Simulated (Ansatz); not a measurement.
**Data sheet: Cu₃Ge (DFT)**

Cu3Ge:
Space group P-6m2 (No. 187); a = 2.663 Å, b = 2.663 Å, c = 8.001 Å, α = 90.00°, β = 90.00°, γ = 120.00°

```tsv
atom	site	symmetry	x	y	z
Cu	1b	-6m2	0.0000	0.0000	0.5000
Cu	2i	3m.	0.6667	0.3333	0.2579
Ge	1a	-6m2	0.0000	0.0000	0.0000
```

Space group P-6m2 (No. 187); conventional cell a = b = 2.6632 Å, c = 8.0013 Å, α = β = 90.00°, γ = 120.00°.

Method: the program Ansatz at the LDA level (PAW). The cell and atoms are relaxed at this level. Other levels are named where they apply.

Cell and energy:

```yaml
volume_per_atom: 12.29 Å³
density: 8.90 g/cm³
Formation energy from the elements (no fitted shifts): 0.16 eV/atom
```

Electronic structure:

```yaml
electronic_character: metallic (no gap)
Density of states at the Fermi level: 0.33 states/eV per atom (mean over ±0.08 eV)
```

Mechanics:

```yaml
Bulk modulus (Birch–Murnaghan fit): 145 GPa
Pressure derivative B′: 5.2
```

Phonons:

```yaml
highest_zone_centre_frequency: 252 cm⁻¹
zone_centre_stability: no imaginary mode at Γ
```

The first step of the workflow began from a Materials Project structure, measured or hypothetical; the Crystallography Open Database copy checked does not list it. Its standing as an ambient phase is unchecked. The cell was relaxed with LDA under the symmetry of its start. No spin polarisation was allowed. Its formation energy is positive at this level, so the cell may be metastable or incomplete. As this level gives no gap, phonon frequencies hold no LO–TO term and depend on the k-mesh and smearing (Fermi–Dirac, 0.1 eV here). The references are the lowest solids computed at this level, not always the standard phases. Scalar-relativistic: spin–orbit coupling is off unless named, which matters more the heavier the elements.

Potentials: the later of the program's two PAW sets.
